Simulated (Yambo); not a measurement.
One stored BSE kernel of dimension 2304 for Na3MoO3F3 (space group R3, No. 146) (Yambo, PBEsol bands; 4×4×4 mesh, 12 valence and 3 conduction bands, static screening with 88 bands and a 3 Ry block, scissor 3.16 eV, Tamm-Dancoff; broadening 0.15 eV; field along x), solved in several ways.

```csv
solver,iterations,largest change of Im ε (% of its maximum),rough time
"Haydock, threshold 2 %",4,9.8,within a factor of two
"Haydock, threshold 0.5 %",5,10,within a factor of two
"Haydock, threshold 0.1 %",14,1.7,within a factor of two
"Haydock, threshold 0.005 %",34,0.1,1
"SLEPc, lowest 10 states",–,no full spectrum,within a factor of two
"SLEPc, lowest 60 states",–,no full spectrum,within a factor of two
full diagonalisation,–,reference,about 7×
```

Haydock gives the spectrum without eigenstates, SLEPc the lowest states alone, full diagonalisation everything at a cost that grows as the cube of the dimension. Times include reading the kernel. Times are rough ratios from shared machines. Mesh and scissor weren't tested; the rows compare only with each other.

Spin-orbit coupling is not included.

Geometry of the Materials Project entry, not relaxed at this level; primitive cell a = b = c = 5.806 Å, α = β = γ = 57.29°.
